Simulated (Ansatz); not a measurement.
CsLiZnS$_{2}$:
```xyz
5
Lattice="-2.0220 2.0220 7.0749 2.0220 -2.0220 7.0749 2.0220 2.0220 -7.0749" Properties=species:S:1:pos:R:3 pbc="T T T"
Cs     0.0000     0.0000     0.0000
Li     2.0220     0.0000     3.5374
Zn     0.0000     2.0220     3.5374
S      0.0000     0.0000     9.3188
S      0.0000     0.0000     4.8310
```

Relaxed with r²SCAN. Special points in fractions of this cell's reciprocal vectors: Γ (0.000, 0.000, 0.000); X (0.000, 0.000, 0.500); P (0.250, 0.250, 0.250); N (0.000, 0.500, 0.000); M (0.500, 0.500, -0.500); S (0.270, 0.730, -0.270); S0 (-0.270, 0.270, 0.270); R (-0.041, 0.041, 0.500); G (0.500, 0.500, -0.041).

List the band energies nearest the valence-band maximum at these points for the program Ansatz at the r²SCAN level (PAW).

In eV from the valence-band maximum; about four levels below and three above (degenerate sets whole), none deeper than 8.9 eV; points with the same levels are listed once.

```tsv
k	below	above
Γ	-1.76 -1.76 -0.03 0.00 0.00	3.19 4.23 4.88
X	-2.00 -1.78 -1.54 -1.32	4.13 5.22 5.80
P	-1.97 -1.68 -1.57 -1.38	4.65 4.75 5.27
N	-0.90 -0.77 -0.58 -0.47	3.89 5.20 6.56
M	-1.66 -1.66 -0.78 -0.12 -0.12	3.45 3.73 5.13
S	-0.93 -0.69 -0.57 -0.44	3.87 4.95 6.32
R	-1.90 -1.77 -1.53 -1.31	4.21 5.28 5.83
```

Space group I-4m2. The first step of the workflow began from a Materials Project structure, measured or hypothetical; the Crystallography Open Database copy checked does not list it. With Li and Zn taken as one species the cell has the higher symmetry I4/mmm, so it may be an ordered model of a mixed-site phase. Whether it is the stable phase at ambient conditions was not checked. Symmetry was held in the r²SCAN relaxation; its stability against distortions is not shown here. Spin–orbit coupling is left out wherever it is not named.

Potentials: the later of the program's two PAW sets.
